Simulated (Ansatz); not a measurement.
The cell is COD entry 1538201, as deposited and not checked against the literature; nothing was relaxed.

An input for LuPd: DFT, PBEsol, PAW with Ansatz's default frozen-core files, scalar-relativistic (Ansatz 0.2.0). The PAW files were made with PBE; their cores are remade for this functional.

Command: `ansatz run input.yaml --threads 1 --pin off --max-ram 3072MiB --backend cpu --events-out ev --progress --plain --runs-dir out` The run took 15 s on 1 thread of Intel(R) Xeon(R) Platinum 8488C (Sapphire Rapids), on a shared host, peak memory 0.48 GiB.

```yaml
crystal:
  lattice:
    - [3.415, 0.0, 0.0]
    - [0.0, 3.415, 0.0]
    - [0.0, 0.0, 3.415]
  atoms:
    - { symbol: Lu, position: [0.0, 0.0, 0.0] }
    - { symbol: Pd, position: [0.5, 0.5, 0.5] }
kpoints:
  mp_grid: { grid: [10, 10, 10] }
  band_path:
    path:
      - [0.0, 0.0, 0.0]
      - [0.0, 0.5, 0.0]
      - [0.5, 0.5, 0.0]
      - [0.0, 0.0, 0.0]
      - [0.5, 0.5, 0.5]
      - [0.0, 0.5, 0.0]
      - [0.5, 0.5, 0.5]
      - [0.5, 0.5, 0.0]
    npoints: 14
scf:
  occupations: { method: fermi_dirac, width: 0.05 }
hamiltonian:
  xc: pbesol
  pseudopotentials: { kind: paw }
output:
  forces: true
  stress: true
  eigenvalues: true
  efg: { contact_densities: true }
  populations: true
  bader: true
  dos: { projected: true, de: 0.2, e_range: [-14, 8] }
  write_density: true
  write_potential: true
  elf: true
  volumetric_format: npy
```

Set-up and iterations as logged by Ansatz (the results part is left out, to be predicted):

```
Lu: projections on atomic orbitals take those of the free atom [Kr 4d10] 4f14 5s2 5p6 5d1 6s2, of charge +0.00 (hamiltonian.pseudopotentials.projection_atoms); the dataset's partial waves leave at most 5.1e-5 of an orbital's norm unspanned inside its sphere
Engine: ansatz 0.2.0
Pseudopotentials: kind: paw
Pseudopotential: Lu, paw, valence charge 25, recommended cutoff 420 eV (normal)
Pseudopotential: Pd, paw, valence charge 18, recommended cutoff 420 eV (normal)
Functional definition: PBEsol
  exchange = pbesol_x
  correlation = pbesol_c
Crystal: 2 atoms, lattice volume = 39.826 Å³
Basis set: ecut = 420 eV, 751 PW (Γ), exchange–correlation on 48×48×48 points (8 copies of the dense FFT grid, shifted against one another)
Bands: 26, of which v1, the nominal top of the filled ones, is band 22 counted from 1 (21 counted from 0)
Symmetry: 48 space group operations
Space group: Pm-3m (ITA 221), of the structure as read, at distance tolerance 3.4e-5 Å
k-points: 56 of 1000
Non-local potential: Lu, projectors of the file, l = 0: 3, l = 1: 2, l = 2: 2, l = 3: 3
Non-local potential: Pd, projectors of the file, l = 0: 2, l = 1: 2, l = 2: 2, l = 3: 1
PAW form: soft (Blöchl's): semilocal exchange-correlation on the pseudo side does not see the compensation charge
PAW frozen core: Lu, regenerated for the run's functional, and the local potential with it (the file was generated under x = pbe(κ = 0.804, μ = 0.2195149727645171), c = pbe(β = 0.06672455060314922))
PAW frozen core: Pd, regenerated for the run's functional, and the local potential with it (the file was generated under x = pbe(κ = 0.804, μ = 0.2195149727645171), c = pbe(β = 0.06672455060314922))
PAW one-centre angular grid: Lu, 590 points (default); XC on 64 Gauss nodes
PAW one-centre angular grid: Pd, 590 points (default); XC on 64 Gauss nodes
Initial density: superposition of atomic densities (neutral atoms: chi_scale 0, normalization atom), corrected by the library's trained network
Initial wavefunctions: pseudopotential atomic-orbital guess
Functional: x = pbesol(κ = 0.804, μ = 0.12345679012345678), c = pbesol(β = 0.046)
SCF iter   1: F=—  HF=-21519.944773 eV  |F-HF|=—  |Δ(HF+E_count)|=         —  Δρ=1.11e-2  dr2=6.66e-2  ethr=1.77e-3  ⟨swp⟩=5.9  Hψ=7049  notcnv=0
SCF iter   2: F=—  HF=-21519.932675 eV  |F-HF|=—  |Δ(HF+E_count)|=   1.21e-2  Δρ=4.22e-3  dr2=1.09e-2  ethr=1.55e-4  ⟨swp⟩=2.8  Hψ=3282  notcnv=0  defer=3
SCF iter   3: F=—  HF=-21519.932491 eV  |F-HF|=—  |Δ(HF+E_count)|=   1.85e-4  Δρ=2.32e-3  dr2=2.33e-3  ethr=2.53e-5  ⟨swp⟩=2.7  Hψ=3141  notcnv=0  defer=4
SCF iter   4: F=—  HF=-21519.930545 eV  |F-HF|=—  |Δ(HF+E_count)|=   1.95e-3  Δρ=1.03e-3  dr2=5.47e-4  ethr=5.42e-6  ⟨swp⟩=3.2  Hψ=3030  notcnv=0  defer=5
SCF iter   5: F=—  HF=-21519.930391 eV  |F-HF|=—  |Δ(HF+E_count)|=   1.55e-4  Δρ=2.73e-4  dr2=3.54e-5  ethr=1.27e-6  ⟨swp⟩=2.1  Hψ=3046  notcnv=0  defer=5
SCF iter   6: F=—  HF=-21519.930385 eV  |F-HF|=—  |Δ(HF+E_count)|=   6.09e-6  Δρ=9.18e-5  dr2=4.38e-6  ethr=8.23e-8  ⟨swp⟩=2.9  Hψ=3274  notcnv=0  defer=5
SCF iter   7: F=—  HF=-21519.930383 eV  |F-HF|=—  |Δ(HF+E_count)|=   1.39e-6  Δρ=2.01e-5  dr2=1.88e-7  ethr=1.02e-8  ⟨swp⟩=2.1  Hψ=2574  notcnv=0  defer=5
SCF iter   8: F=—  HF=-21519.930383 eV  |F-HF|=—  |Δ(HF+E_count)|=   9.74e-8  Δρ=6.33e-6  dr2=1.13e-8  ethr=2.33e-10  ⟨swp⟩=13.5  Hψ=15836  notcnv=0
SCF iter   9: F=-21519.930383 eV  HF=-21519.930383 eV  |F-HF|=1.24e-10  |Δ(HF+E_count)|=   3.26e-8  Δρ=7.58e-7  dr2=2.21e-10  ethr=2.62e-11  ⟨swp⟩=9.6  Hψ=11132  notcnv=0
```

Spin polarisation is left out, and whether a magnetic state lies lower isn't shown here.

Question: What pressure will this run report?

Answer: -2.20 GPa (positive in compression).

Question: Is there a band gap?

Answer: none: with an odd electron count and no spin polarisation the bands can't all be full, a metal in this set-up (spin order or a larger cell could open a gap).
